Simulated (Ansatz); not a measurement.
ZrPbO₃ (cubic perovskite)

```
ZrPbO3
1.0
    4.10859     0.00000     0.00000
    0.00000     4.10859     0.00000
    0.00000     0.00000     4.10859
Zr Pb O
1 1 3
Cartesian
  0.00000   0.00000   0.00000
  2.05429   2.05429   2.05429
  2.05429   0.00000   0.00000
  0.00000   2.05429   0.00000
  0.00000   0.00000   2.05429
```

The slice is a {210} plane (indices of the conventional cell) through the point (0.000, 0.500, 0.000) (fractional), spanned by u = [100] and v = [021] in vectors of this cell: u (4.11 Å) and v (9.19 Å, at 90° to u). It covers one period; positions are fractions (u, v).

All values below come from LDA (plane waves to 420 eV, PAW, scalar-relativistic; Ansatz, a quantum-chemistry and plane-wave program). k mesh 8×8×8. These are valence fields of a PAW run, semicore shells included where kept as valence: close to a nucleus they are smooth pseudo fields. Spin-orbit coupling is left out, though Pb is heavy. This is a high-temperature form of ZrPbO3. ZrPbO3 is run without spin polarisation. ZrPbO3 was relaxed with its symmetry unable to fall.

Sketch the electrostatic potential energy of an electron, from the cell's mean on this plane as a map.


```
|xxx%@@%%%@@%xx|
|xxx%@@%%%@@%xx|
|x-+#%%@@@%%#+-|
|  .=#%@@@%#=. |
|   :*%%%%%*:  |
|   .+%%%%%+.  |
|   .*%%%%%*.  |
|   -#@@@@@#-  |
|  :+#@@@@@#+: |
|-=+#%%%%%%%#+=|
|*####*+=+*####|
|@@%#=.   .=#%@|
|@@#=   x   =#@|
|@%*. xxxxx .*%|
|%%+  xxxxx  +%|
|%#= xxxxxxx =#|
|%%+  xxxxx  +%|
|@%*. xxxxx .*%|
|@@#=   x   =#@|
|@@%#=.   .=#%@|
|*####*+=+*####|
|-=+#%%%%%%%#+=|
|  :+#@@@@@#+: |
|   -#@@@@@#-  |
|   .*%%%%%*.  |
|   .+%%%%%+.  |
|   :*%%%%%*:  |
|  .=#%@@@%#=. |
|x-+#%%@@@%%#+-|
|xxx%@@%%%@@%xx|
|xxx%@@%%%@@%xx|
|xxxx@@%%%@@xxx|
```
Scale: ten equal steps from 2.00 (start of ' ') to 10.29 (end of '@'), in the order ' .:-=+*#%@'. Values: electrostatic potential energy of an electron, from the cell's mean, in eV. The map has 14 points along u (one character each, u = 0 at the left) and 32 along v (v = 0 in the bottom row). Points within 0.9 Å of a nucleus are blanked (x), as the pseudised field means little there. Values under 2 eV are set to 2. The zero, the cell's mean, hangs on the PAW cores.
